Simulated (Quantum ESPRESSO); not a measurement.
SiC (2H, space group P6_3mc, No. 186) has an indirect gap of 2.12 eV with norm-conserving PBEsol (Quantum ESPRESSO, 82 Ry, no spin-orbit coupling). After an isotropic strain (on all lattice vectors, atoms relaxed) the gap is indirect, 2.23 eV.

**Question.** Which strain was applied?
(A) +2 %
(B) +1 %
(C) -3 %
(D) -0.7 %
(E) -1.5 %

**Answer.** A, +2 %. Gaps found: -3 %: 1.95 eV (indirect); -1.5 %: 2.04 eV (indirect); -0.7 %: 2.09 eV (indirect); 0 %: 2.12 eV (indirect); 1 %: 2.18 eV (indirect); 2 %: 2.23 eV (indirect).
